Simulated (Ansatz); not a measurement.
Structures of YAu: which is lowest?

Plane-wave DFT in Ansatz with scalar-relativistic PAW potentials, cutoff 420 eV, Γ-centred meshes chosen by cell and gap, Gaussian smearing with energies taken to zero width. Every cell was relaxed (cell and atoms) in a run of its own, within the symmetry of its start. Functional: LDA.

Relaxed structures (starts from databases or built by putting these elements on another compound's sites):
A. Cmcm, 4 atoms in the computed cell, a = 3.656 Å, b = 10.758 Å, c = 4.551 Å; sites (symmetry × multiplicity) Y m2m × 4, Au m2m × 4; start: database
B. Pm-3m, 2 atoms in the computed cell, a = 3.514 Å; sites (symmetry × multiplicity) Y m-3m × 1, Au m-3m × 1; start: database

Q: Rank them by energy. Could pressure change the order?

A:
```tsv
structure	group	E − E(lowest) (meV/atom)	V (Å³/atom)	gap on mesh (eV)
A	Cmcm	0.0	22.38	0.00
B	Pm-3m	36	21.70	0.00
```

A is lowest, 36 meV/atom under B. B is denser by 0.67 Å³/atom, so pressure favours it: ΔE/ΔV, with ΔE in eV and 1 eV/Å³ = 160.2 GPa, gives about 9 GPa for equal enthalpy if both cells were rigid, a rough figure since the two compress differently. Other structures may lie lower than all of these, and vibrations aren't counted.

Spin-orbit coupling is left out, which matters for the bands of heavy elements.